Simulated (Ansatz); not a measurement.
FeS2:
```xyz
6
Lattice="4.4388 0.0000 0.0000 0.0000 5.4095 0.0000 0.0000 0.0000 3.3896" Properties=species:S:1:pos:R:3 pbc="T T T"
Fe     0.0000     0.0000     0.0000
Fe     2.2194     2.7048     1.6948
S      0.9155     2.0295     0.0000
S      3.5232     3.3801     0.0000
S      3.1349     0.6753     1.6948
S      1.3038     4.7342     1.6948
```

x, y and z are the axes in which the lattice vectors are written.

Task: Give the high-frequency dielectric tensor and the Born effective charge tensors of the independent atoms from DFPT, PBE in the plane-wave PAW code Ansatz.

Result: 
ε∞:
```
21.7  0.00  0.00
0.00  20.3  0.00
0.00  0.00  18.6
```
Z* of atom 1 (Fe), rows: field, columns: displacement, in e:
```
-4.67  -0.61   0.00
-0.67  -5.21   0.00
 0.00   0.00  -3.75
```
Z* of atom 3 (S), rows: field, columns: displacement, in e:
```
 2.34  -0.30   0.00
-0.35   2.60   0.00
 0.00   0.00   1.88
```

Static charges for comparison (Bader): Fe1 +0.72, S3 -0.36 e. Born charges measure polarisation by displacement and can exceed these by far.

Space group Pnnm. The PBE relaxation kept the symmetry of its start; phonons on a q-mesh show no instability. The workflow began spin-polarised and lost its moments.

Potentials: the later of the program's two PAW sets.
